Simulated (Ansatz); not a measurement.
Y3Mg2TiS8: Coordination and ³³S quadrupole coupling

Cell: a computed structure from the Materials Project (it need not be an observed phase).

Space group R-3m:H (No. 166); a = 7.8171, c = 18.7442 Å, γ = 120.00°.

| site | Wyckoff | site symmetry | x | y | z |
| --- | --- | --- | --- | --- | --- |
| Y | 9e | .2/m | 0.6667 | 0.8333 | 0.3333 |
| Mg | 6c | 3m | 0.0000 | 0.0000 | 0.8754 |
| Ti | 3b | -3m | 0.0000 | 0.0000 | 0.5000 |
| S7 | 18h | .m | 0.6898 | 0.8449 | 0.5781 |
| S9 | 6c | 3m | 0.0000 | 0.0000 | 0.2543 |

One atom of each set is listed; the run and its k-mesh use a cell of 14 atoms with edges of 7.71, 7.71, 7.71 Å.

The numbers come from a DFT calculation in Ansatz (r2SCAN, plane waves and PAW, scalar-relativistic, collinear spin, 500 eV cutoff, Γ-centred 5×5×5 k-points, Fermi–Dirac smearing 0.05 eV). Start moments as typed (μB): 1 on each Ti, none on the rest.

Q(³³S) = -69.40 mb.

Problem. Order the S environments from the weakest to the strongest quadrupole coupling.
A. S9: 1 Mg at 2.43 Å, 3 Y at 2.70 Å
B. S7: 1 Mg at 2.51 Å, 1 Ti at 2.56 Å, 2 Y at 2.74 Å

Solution. A (3.85 MHz, η = 0.00), B (6.20 MHz, η = 0.39).

An axis of threefold or higher order runs through S9, so V_zz lies along it and η is zero. Like point charges on the first shell alone (each adding as 1/d³) would put S9 above S7: the kind of neighbour, the covalent part of each bond and the atoms beyond the first shell count as well.

The program didn't check the stability of this electronic state in full, so a lower one may lie near. Without spin–orbit coupling (the program notes it for Y) the gradients can shift somewhat, as the gap is small. With a gap of 0.5 eV on this mesh, the gradients can still move by some per cent as the k-mesh gets denser. All moments are parallel here, as the start or the cell imposes; many such compounds order antiparallel, where fields and spin densities carried over to other atoms largely cancel. The magnetic order is the one that the run reached from its start moments, not necessarily the measured one.
